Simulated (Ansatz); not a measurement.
Zn2C (antifluorite), relaxed with r2SCAN in Ansatz 0.2.0. It is cubic, Fm-3m (No. 225); a = 5.156 Å in the conventional setting, 11.42 Å³ an atom. C is surrounded by 8 Zn at 2.23 Å; Zn is surrounded by 4 C at 2.23 Å.

The axes x, y and z are those of this cell:
```
CELL_PARAMETERS angstrom
0.00000 2.57795 2.57795
2.57795 0.00000 2.57795
2.57795 2.57795 0.00000
ATOMIC_POSITIONS crystal
C 0.00000 0.00000 0.00000
Zn 0.25000 0.25000 0.25000
Zn 0.75000 0.75000 0.75000
```

Unstrained: The HSE06 gap is direct at Γ: 0.747 eV. Meshes: HSE06 6×6×6. Strains are changes of length per length. After each strain the atoms were relaxed again with r2SCAN within the symmetry that the strain leaves, so tilts or polar shifts that break it weren't tested; points keep the names that they have in the unstrained zone. The calculation is spin-unpolarised, and the structure need not be a phase that has been made.

Problem. Apply epitaxial +0.85 % in the plane normal to [111], free normal strain -0.73 %. How far does the gap move, against the unstrained cell?

Solution. HSE06: the gap goes from 0.747 to 0.676 eV (-0.071 eV); with HSE06 the top three valence levels at Γ, degenerate before, become 1+2 from the top over 22 meV.

Problem. Estimate what biaxial +2.09 % in x and y, z held does to the gap.

Solution. HSE06: the gap goes from 0.747 to 0.467 eV (-0.280 eV); with HSE06 the top three valence levels at Γ, degenerate before, become 1+2 from the top over 104 meV.

Problem. Apply isotropic -3.92 % on every length. How far does the gap move, against the unstrained cell?

Solution. HSE06: the gap goes from 0.747 to 1.340 eV (+0.593 eV).

The meshes of the hybrids are coarse, so their gaps aren't converged to the digits shown.

The splittings at Γ are without spin-orbit coupling, which regroups them where it is of like size or larger.
